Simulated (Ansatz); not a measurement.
Every step of a relaxation of fcc Pt (100), 6 layers

DFT, PBEsol, PAW with Ansatz's default frozen-core files, scalar-relativistic (Ansatz 0.2.0); a Γ-centred 15×15×1 k mesh, Fermi–Dirac smearing of 0.08 eV, no spin polarisation. The run relaxes the atoms in the fixed cell.

Command: `ansatz run input.yaml --threads 2 --pin off --max-ram 4096MiB --backend cpu --events-out ev --progress --plain --runs-dir out` It took 94 s on 2 threads of Intel(R) Xeon(R) Platinum 8375C CPU @ 2.90GHz (Ice Lake), on a shared host, peak memory 0.69 GiB.

```yaml
crystal:
  lattice:
    - [2.7711828927, 0.0, 0.0]
    - [0.0, 2.7711828927, 0.0]
    - [0.0, 0.0, 25.7976]
  atoms:
    - { symbol: Pt, position: [0.25, 0.25, 0.3101061518] }
    - { symbol: Pt, position: [0.75, 0.75, 0.3860636911] }
    - { symbol: Pt, position: [0.25, 0.25, 0.4620212304] }
    - { symbol: Pt, position: [0.75, 0.75, 0.5379787696] }
    - { symbol: Pt, position: [0.25, 0.25, 0.6139363089] }
    - { symbol: Pt, position: [0.75, 0.75, 0.6898938482] }
kpoints:
  mp_grid: { grid: [15, 15, 1] }
scf:
  occupations: { method: fermi_dirac, width: 0.08 }
hamiltonian:
  xc: pbesol
  pseudopotentials: { kind: paw }
output:
  forces: true
  stress: true
  eigenvalues: true
relax:
  f_tol: 0.01
  max_steps: 40
efield:
  axis: 3
  amplitude: 0
  dipole_correction: true
```

Each step lists its free energy a cell above the last geometry, and Cartesian positions (Å) with forces (eV/Å).

The first step:

```
step 1  dF = 19.50 meV
  Pt 0.6928 0.6928 8.0000   0.0000 0.0000 0.3681
  Pt 2.0784 2.0784 9.9595   0.0000 0.0000 -0.2977
  Pt 0.6928 0.6928 11.9190   0.0000 0.0000 -0.0446
  Pt 2.0784 2.0784 13.8786   0.0000 0.0000 0.0446
  Pt 0.6928 0.6928 15.8381   0.0000 0.0000 0.2977
  Pt 2.0784 2.0784 17.7976   0.0000 0.0000 -0.3681
```

Spin–orbit coupling is left out, which matters for the heavy atoms. The PAW files were made under PBE.

Q: Where does the relaxation end, and by which steps?

A: After 4 geometries, with a shortest distance of 2.736 Å. The further steps:
```
step 2  dF = 29.59 meV  (not accepted)
  Pt 0.6928 0.6928 8.1273   0.0000 0.0000 -0.4972
  Pt 2.0784 2.0784 9.9783   0.0000 0.0000 0.3731
  Pt 0.6928 0.6928 11.9207   0.0000 0.0000 0.0565
  Pt 2.0784 2.0784 13.8769   0.0000 0.0000 -0.0566
  Pt 0.6928 0.6928 15.8193   0.0000 0.0000 -0.3731
  Pt 2.0784 2.0784 17.6703   0.0000 0.0000 0.4972
step 3  dF = 0.25 meV
  Pt 0.6928 0.6928 8.0605   0.0000 0.0000 -0.0432
  Pt 2.0784 2.0784 9.9638   0.0000 0.0000 0.0465
  Pt 0.6928 0.6928 11.9184   0.0000 0.0000 0.0008
  Pt 2.0784 2.0784 13.8792   0.0000 0.0000 -0.0008
  Pt 0.6928 0.6928 15.8338   0.0000 0.0000 -0.0465
  Pt 2.0784 2.0784 17.7371   0.0000 0.0000 0.0432
step 4  dF = 0.00 meV
  Pt 0.6928 0.6928 8.0563   0.0000 0.0000 -0.0001
  Pt 2.0784 2.0784 9.9652   0.0000 0.0000 -0.0018
  Pt 0.6928 0.6928 11.9188   0.0000 0.0000 0.0018
  Pt 2.0784 2.0784 13.8788   0.0000 0.0000 -0.0018
  Pt 0.6928 0.6928 15.8324   0.0000 0.0000 0.0018
  Pt 2.0784 2.0784 17.7413   0.0000 0.0000 0.0001
step 5  dF = 0.00 meV  (same geometry, solved once more)
  Pt 0.6928 0.6928 8.0563   0.0000 0.0000 -0.0001
  Pt 2.0784 2.0784 9.9652   0.0000 0.0000 -0.0017
  Pt 0.6928 0.6928 11.9188   0.0000 0.0000 0.0017
  Pt 2.0784 2.0784 13.8788   0.0000 0.0000 -0.0017
  Pt 0.6928 0.6928 15.8324   0.0000 0.0000 0.0017
  Pt 2.0784 2.0784 17.7413   0.0000 0.0000 0.0001
```
